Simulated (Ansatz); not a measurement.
Computed with DFT PBE, scalar-relativistic, plane waves, PAW in Ansatz 0.2.0. All cells share a 420 eV cutoff and Γ-centred k meshes spaced at most about 0.3 Å⁻¹ (about 0.25 or finer for metals, 2π included). No spin polarisation in the final relaxations.

Temperature and zero-point effects are left out.

Two forms of ScAlSbP3 were relaxed alike.

A.

```yaml
crystal:
  lattice:
    - [4.86858, 0.00000, 0.00000]
    - [0.00000, 3.48724, 4.20856]
    - [0.00000, -3.48724, 4.20856]
  atoms:
    - { symbol: Sc, position: [0.00000, 0.24536, 0.24536] }
    - { symbol: Al, position: [0.00000, 0.80475, 0.80475] }
    - { symbol: Sb, position: [0.50000, 0.96151, 0.96151] }
    - { symbol: P, position: [0.00000, 0.53802, 0.53802] }
    - { symbol: P, position: [0.50000, 0.06948, 0.39607] }
    - { symbol: P, position: [0.50000, 0.39607, 0.06948] }
```

B.

```yaml
crystal:
  lattice:
    - [5.30177, 0.00000, 0.00000]
    - [-2.65089, 4.59147, 0.00000]
    - [0.00000, 0.00000, 5.24320]
  atoms:
    - { symbol: Sc, position: [0.00000, 0.00000, 0.00000] }
    - { symbol: Al, position: [0.66667, 0.33333, 0.00000] }
    - { symbol: Sb, position: [0.33333, 0.66667, 0.00000] }
    - { symbol: P, position: [0.94566, 0.47283, 0.50000] }
    - { symbol: P, position: [0.52717, 0.47283, 0.50000] }
    - { symbol: P, position: [0.52717, 0.05434, 0.50000] }
```

**Question.** Which is lower in energy, and by how much?

**Answer.** A is lower, by 190 meV/atom. A has space group Amm2 (No. 38), 23.8 Å³/atom and no gap on its mesh; B has space group P-6m2 (No. 187), 21.3 Å³/atom and no gap. Counting P or Sb atoms around Al and Sc (for each partner element, those within 1.25 times its shortest distance or 1.15 times the sum of covalent radii, where it is the nearest in units of that sum or under 1.3; a plus sign parts groups by distance over the sum of covalent radii), A has Sc 5+2, Al 3 and B has Sc 3, Al 9. A holds P–P pairs (shortest 2.28 Å); B holds P–P units of three or more atoms (shortest 2.22 Å). The lower one is the more open, so pressure narrows the difference. Even the lower one lies +0.03 eV/atom against the reference forms of the elements (uncorrected), so neither is stable at this level. Both come from invented guesses. A third cell relaxed alike, in P4/mmm, lies 84 meV/atom below the lower of the two.

These runs have no spin–orbit coupling, which can matter for Sb. A magnetic state wasn't ruled out in cells without spin, among them P-6m2. Cells relaxed within their symmetry can be saddle points.
